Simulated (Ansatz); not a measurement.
Pt (fcc, Cu type)

```xyz
1
Lattice="0.0000 1.9850 1.9850 1.9850 0.0000 1.9850 1.9850 1.9850 0.0000" Properties=species:S:1:pos:R:3 pbc="T T T"
Pt     0.0000     0.0000     0.0000
```

All values below come from PBE (plane waves to 420 eV, PAW, scalar-relativistic; Ansatz, a quantum-chemistry and plane-wave program). DFPT wavenumbers on a 20×20×20 k mesh, in cm⁻¹ and rounded to 5; i marks imaginary ones, q is in fractions of the reciprocal vectors of the cell shown, and the three acoustic modes at Γ are left out. Pt is run without spin polarisation. Pt was relaxed with its symmetry unable to fall. Spin-orbit coupling is left out, though Pt is heavy. The PAW data are Ansatz's earlier set.

Does any mode at L = (0.5, 0.0, 0.0), X = (0.5, 0.5, 0.0) come out imaginary?

No imaginary mode at these points (lowest 90 cm⁻¹ at L = (0.5, 0.0, 0.0)); other wave vectors were not tested.

List the wavenumbers at L = (0.5, 0.0, 0.0), X = (0.5, 0.5, 0.0), with degeneracies.


| q | wavenumbers (cm⁻¹) |
|---|---|
| L = (0.5, 0.0, 0.0) | 90 (×2), 185 |
| X = (0.5, 0.5, 0.0) | 120 (×2), 180 |
